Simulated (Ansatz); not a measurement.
Li (bcc, W type)

```xyz
2
Lattice="-3.4352 3.4352 3.4352 1.7176 -1.7176 1.7176 1.7176 1.7176 -1.7176" Properties=species:S:1:pos:R:3 pbc="T T T"
Li     0.0000     0.0000     0.0000
Li    -1.7176     1.7176     1.7176
```

The atoms are displaced by Q × the pattern below (from a DFPT mode at N = (0.5, 0.0, 0.0), largest move 1; Q in Å), at fixed cell. (q is in reciprocal vectors of the primitive cell; the cell shown is doubled to hold the pattern.)

| atom | x | y | z |
|---|---|---|---|
| Li1 | 1.000 | 0.000 | 0.000 |
| Li2 | -1.000 | 0.000 | 0.000 |

Level of theory: PBE (plane waves to 420 eV, PAW, scalar-relativistic; Ansatz, a program for electronic structure). k mesh 19×19×19 (Γ-centred), Fermi-Dirac smearing 0.05 eV. With partly filled bands, energies and forces of such displacements shift with the k mesh and the smearing. Li was relaxed with its symmetry unable to fall. 

```
Q (Å)   −dE/dQ from forces (eV/Å)
------  -------------------------
-0.280                      0.481
-0.233                      0.414
-0.187                      0.338
-0.140                      0.255
-0.093                      0.169
-0.047                      0.084
0.000                       0.000
0.047                      -0.084
0.093                      -0.169
0.140                      -0.255
0.187                      -0.338
0.233                      -0.414
0.280                      -0.481
```

Question: What harmonic wavenumber does the curvature at Q = 0 give?

Answer: 187 cm⁻¹. E″ = 1.78 eV/Å², M = Σ mᵢ|uᵢ|² = 13.9 u, ν̃ = 521.5·√(|E″|/M).

(For displaced atoms, the force is minus the slope of the energy, and its curvature is a force constant, which sets phonon frequencies.)
